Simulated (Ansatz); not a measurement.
Start of a relaxation of AlBiO4:

```xyz
6
Lattice="4.6177 0.0000 0.0000 -2.3088 3.9990 0.0000 0.0000 0.0000 5.4484" Properties=species:S:1:pos:R:3 pbc="T T T"
Al    0.0000    0.0000    0.0000
Bi    0.0000    0.0000    2.7242
O     0.0000    0.0000    4.1239
O     0.0000    0.0000    1.3245
O     0.0000    2.6660    0.0000
O     2.3088    1.3330    0.0000
```

The calculation used DFT PBE, scalar-relativistic, plane waves, PAW (Ansatz). Cutoff 420 eV, Gaussian smearing, Γ-centred meshes. Cell and atoms relax first on a coarse mesh and then on a finer one. In between, the cell is made exact in the group found at 0.06 Å. In metals the finer mesh still leaves noise of several meV/atom or more. The steps can't lower the symmetry of their start. No spin polarisation.

A guess keeps its type if space group and coordination stay and the shape of the cell changes little (axis ratios within about 15 %, angles within 6°); the volume may change.

**Question.** Will the relaxed cell still be of the starting type?

**Answer.** It doesn't keep its type. The symmetry stays P6/mmm (No. 191). The volume per atom shrinks by 10.1 %, from 16.8 to 15.1 Å³. The shortest distance goes from 1.32 Å (Al–O) to 1.82 Å (Al–O). The ratio c/a of the conventional cell changes by a factor of 1.82. Counting neighbours within 15 % of an atom's shortest distance, the start has Al 2, Bi 2, O 2/12 and the end Al 2, Bi 2, O 1/6. In detail, at the end Al is surrounded by 2 O at 1.82 Å and 6 O at 2.11 Å; Bi is surrounded by 2 O at 2.10 Å; O on a site of symmetry 6mm has 1 Al at 1.82 Å and 1 Bi at 2.10 Å; 1 more site not described.

```cif
data_structure
_symmetry_space_group_name_H-M 'P6/mmm'
_symmetry_Int_Tables_number 191
_cell_length_a 3.6512
_cell_length_b 3.6512
_cell_length_c 7.8345
_cell_angle_alpha 90.000
_cell_angle_beta 90.000
_cell_angle_gamma 120.000
_cell_volume 90.45
loop_
_atom_site_label
_atom_site_type_symbol
_atom_site_symmetry_multiplicity
_atom_site_Wyckoff_symbol
_atom_site_fract_x
_atom_site_fract_y
_atom_site_fract_z
_atom_site_occupancy
Al1 Al 1 a 0.00000 0.00000 0.00000 1
Bi1 Bi 1 b 0.00000 0.00000 0.50000 1
O1 O 2 e 0.00000 0.00000 0.76815 1
O2 O 2 c 0.33333 0.66667 0.00000 1
```

The last run used a 12×12×6 mesh (in the run's order of axes) for its 6-atom cell and Gaussian smearing of 0.10 eV. These runs have no spin–orbit coupling, which can matter for Bi. A structure relaxed within its symmetry needn't be a true minimum. Another cell of AlBiO4 relaxed alike, in P-43m, lies 0.70 eV/atom lower, so this cell isn't the stable form at this level.

In counts of neighbours, a slash parts the counts of unlike sites.
